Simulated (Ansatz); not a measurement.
All numbers below come from Ansatz 0.2.0, DFT PBE, scalar-relativistic, plane waves, PAW. Settings: cutoff 420 eV, Γ-centred meshes spaced at most about 0.3 Å⁻¹, and about 0.25 Å⁻¹ or finer for metals (2π included), Gaussian smearing. No spin polarisation in the final relaxations.

All energies are static (0 K, no zero-point motion).

Two forms of Bi2S were relaxed alike.

A.

```xyz
6
Lattice="5.4612 0.0000 0.0000 -2.7306 4.7295 0.0000 0.0000 0.0000 8.8405" Properties=species:S:1:pos:R:3 pbc="T T T"
Bi    0.0000    3.1530    7.0845
Bi    0.0000    3.1530    1.7560
Bi    2.7306    1.5765    1.7560
Bi    2.7306    1.5765    7.0845
S     0.0000    3.1530    4.4203
S     2.7306    1.5765    4.4203
```

B.

```xyz
6
Lattice="6.9937 0.0000 0.0000 -3.4968 6.0567 0.0000 0.0000 0.0000 4.3226" Properties=species:S:1:pos:R:3 pbc="T T T"
Bi    3.4968    0.0000    0.0000
Bi   -1.7484    3.0283    0.0000
Bi    1.7484    3.0283    0.0000
Bi    0.0000    0.0000    0.0000
S     0.0000    4.0378    2.1613
S     3.4968    2.0189    2.1613
```

Task: Which would you expect to be lower, and how large is the difference?

Result: B is lower, by 245 meV/atom. A has space group P6/mmm (No. 191), 38.1 Å³/atom and no gap on its mesh; B has space group P6/mmm (No. 191), 30.5 Å³/atom and no gap. Counting S atoms around Bi (those within 1.25 times the shortest such distance or 1.15 times the sum of covalent radii, 1.27 where that leaves under three; the shortest distance is added where it exceeds 1.18 times the sum of covalent radii; a slash parts the counts of unlike sites), A has Bi 1 and B has Bi 4/12 from 4.6 Å. The denser one is the lower, and pressure would at first widen the difference. Even the lower one lies +0.06 eV/atom against the reference forms of the elements (uncorrected), so neither is stable at this level. In A, Bi is surrounded by 1 S at 2.66 Å, 3 Bi at 3.15 Å and 1 Bi at 3.51 Å; around S lie 2 Bi at 2.66 Å and 3 S at 3.15 Å. In B, around Bi on a site of symmetry mmm lie 4 S at 2.96 Å and 6 Bi at 3.50 Å; Bi on a site of symmetry 6/mmm is surrounded by 6 Bi at 3.50 Å; around S lie 6 Bi at 2.96 Å. Both come from invented guesses.

Spin–orbit coupling, which can matter for Bi, is left out. Cells relaxed within their symmetry can be saddle points.
